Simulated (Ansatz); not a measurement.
**Computed γ-surface: SnTe (rock salt)**

Generalised stacking fault of SnTe (rock salt) on the {100} plane. The cell below holds the perfect crystal with the plane normal along z; tilting its third vector by the shift puts one fault into each cell, between planes 3.20 Å apart, at fixed cell height.

```
CELL_PARAMETERS angstrom
      4.53197     0.00000     0.00000
      0.00000     4.53197     0.00000
      2.26598     2.26598     9.61375
ATOMIC_POSITIONS crystal
  Te 0.00000 0.00000 0.83333
  Te 0.33333 0.33333 0.16667
  Te 0.66667 0.66667 0.50000
  Sn 0.50000 0.50000 0.83333
  Sn 0.83333 0.83333 0.16667
  Sn 0.16667 0.16667 0.50000
```

In-plane vectors a = (4.532, 0.000) Å, b = (0.000, 4.532) Å, area 20.54 Å². The shift is x·a + y·b, and the map repeats with period 1 in x and y. The shift is rigid: no atom relaxes. γ = [E(shift) − E(0)] / area.

All values below come from PBE (plane waves to 420 eV, PAW, scalar-relativistic; Ansatz, a quantum-chemistry and plane-wave program). k mesh 9×9×9 (Γ-centred), Fermi-Dirac smearing 0.05 eV. Energies are extrapolated to zero smearing. Stress and pressure are positive under compression. As the smearing reaches across the gap at some points, the k mesh leaves noise in γ, roughly 0.02 J/m² as judged from a few cases. Faults lie only 9.6 Å apart, and holding the cell height and the atoms raises γ above its relaxed value. SnTe was relaxed with its symmetry unable to fall. Spin-orbit coupling is left out, though Te is heavy. The zero of γ is zero shift.

γ (J/m²), with x across and y down:

```
y \ x  0.000  0.167  0.333  0.500  0.667  0.833
-----  -----  -----  -----  -----  -----  -----
0.000   0.00   0.10   0.27   0.33   0.27   0.10
0.167   0.10   0.19   0.33   0.39   0.33   0.19
0.333   0.27   0.33   0.43   0.45   0.43   0.33
0.500   0.33   0.39   0.45   0.47   0.45   0.39
0.667   0.27   0.33   0.43   0.45   0.43   0.33
0.833   0.10   0.19   0.33   0.39   0.33   0.19
```

σ normal to the fault (GPa), with x across and y down:

```
y \ x  0.000  0.167  0.333  0.500  0.667  0.833
-----  -----  -----  -----  -----  -----  -----
0.000    0.0   -0.3   -1.0   -1.4   -1.0   -0.3
0.167   -0.3   -0.5   -0.9   -1.1   -0.9   -0.5
0.333   -1.0   -0.9   -0.8   -0.7   -0.8   -0.9
0.500   -1.4   -1.1   -0.7   -0.1   -0.7   -1.1
0.667   -1.0   -0.9   -0.8   -0.7   -0.8   -0.9
0.833   -0.3   -0.5   -0.9   -1.1   -0.9   -0.5
```

Read from the data:

* **Local minima besides zero shift**: no grid point is one
* **Highest γ on the easiest grid path from zero shift to a (an upper estimate of the barrier on so coarse a grid)**: 0.33 J/m²
* **Lowest place on the grid**: x = 0.000, y = 0.000 (0.00 J/m²)
* **Highest place on the grid**: x = 0.500, y = 0.500 (0.47 J/m²)

The 36 points together took around 80 core-minutes (rough).

(The slope of γ gives the shear force per area between the displaced halves; near zero shift its curvature is an elastic stiffness.)
